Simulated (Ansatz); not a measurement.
Trial structure of B3P4Ir, not yet relaxed:

```
CELL_PARAMETERS angstrom
4.77871 0.00000 0.00000
0.00000 4.77871 0.00000
0.00000 0.00000 4.77871
ATOMIC_POSITIONS crystal
B 0.00000 0.50000 0.50000
B 0.50000 0.50000 0.00000
B 0.50000 0.00000 0.50000
P 0.25268 0.74732 0.74732
P 0.74732 0.74732 0.25268
P 0.74732 0.25268 0.74732
P 0.25268 0.25268 0.25268
Ir 0.00000 0.00000 0.00000
```

Theory: DFT PBE, scalar-relativistic, plane waves, PAW in Ansatz 0.2.0. Plane waves to 420 eV, a k mesh through Γ of 4×4×4 on the computed 8-atom cell and Gaussian smearing (0.10 eV); no spin polarisation.

Formation energies are uncorrected and refer to the elements' standard structures at the same level. The references include black phosphorus.

Q: How far from equilibrium is it?

A: The pressure is 6.8 GPa (it wants to expand), the largest force is 4.45 eV/Å, and the energy is −0.02 eV/atom against the elements. The shortest distance is 2.06 Å.

Q: Is it a good guess?

A: A fair one: relaxing gains about 0.14 eV/atom (the start's value is from the coarse mesh, so the gain is rough) in 9 ionic steps and ends at −0.16 eV/atom on the finer mesh. The symmetry stays P-43m (No. 215). The volume per atom shrinks by 1.2 %, from 13.6 to 13.5 Å³. The shortest distance goes from 2.06 Å (B–P) to 2.02 Å (B–P). Conventional cell: a = 4.759 Å. Around B lie 4 P at 2.02 Å; P has 3 B at 2.02 Å and 1 Ir at 2.21 Å; Ir is surrounded by 4 P at 2.21 Å.

The last run used an 8×8×8 mesh for its 8-atom cell and Gaussian smearing of 0.10 eV. Spin–orbit coupling, which can matter for Ir, is left out. The reference form of P is held partly by dispersion forces, which this level lacks. The relaxation can't lower the symmetry of the start, and the grade says only how near the guess is to its own end. A structure relaxed within its symmetry needn't be a true minimum.
